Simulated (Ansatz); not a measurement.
Relaxed Y (hcp, Mg type):

```
Y
1.0
    7.31128     0.00000     0.00000
   -1.82782     3.16588     0.00000
    0.00000     0.00000     5.67870
Y
4
Direct
  0.16667   0.66667   0.75000
  0.66667   0.66667   0.75000
  0.33333   0.33333   0.25000
  0.83333   0.33333   0.25000
```

The atoms are displaced by Q × the pattern below (from a DFPT mode at M = (0.5, 0.0, 0.0), largest move 1; Q in Å), at fixed cell. (q is in reciprocal vectors of the primitive cell; the cell shown is doubled to hold the pattern.)

```tsv
atom	x	y	z
Y1	0.000	0.000	-1.000
Y2	0.000	0.000	1.000
Y3	0.000	0.000	-1.000
Y4	0.000	0.000	1.000
```

Computed with PBE (plane waves to 420 eV, PAW, scalar-relativistic; Ansatz, an electronic-structure program). k mesh 15×15×8 (Γ-centred), Fermi-Dirac smearing 0.05 eV. E stands for the smeared free energy. With partly filled bands, energies and forces of such displacements shift with the k mesh and the smearing. Y is run without spin polarisation. Y was relaxed with its symmetry unable to fall. The zero of ΔE is the undisplaced structure. The last digit holds for this mesh only.

| Q (Å) | ΔE (meV/cell) |
|---|---|
| -0.1000 | 51.03 |
| -0.0833 | 35.40 |
| -0.0667 | withheld |
| -0.0500 | 12.73 |
| -0.0333 | 5.65 |
| -0.0167 | 1.41 |
| 0.0000 | 0.00 |
| 0.0167 | 1.41 |
| 0.0333 | 5.65 |
| 0.0500 | 12.73 |
| 0.0667 | withheld |
| 0.0833 | 35.40 |
| 0.1000 | 51.03 |

### Question
Fit an even polynomial form (powers 2, 4) to the given rows and predict ΔE at Q = 0.0667.

### Answer
Least squares on the 11 given rows: ΔE = (5093)·Q² + (1006)·Q⁴, in meV/cell with Q in Å; root-mean-square residual 0.008 meV/cell. At 0.0667 the fit gives 22.68 meV/cell; the calculation gives 22.65 meV/cell, so the interpolation is off by 0.03 (+0.1 %). The quadratic term alone would give 22.66 meV/cell.

(A displaced cell: forces are minus the slopes of the energy, force constants its curvatures, and phonons follow from these.)
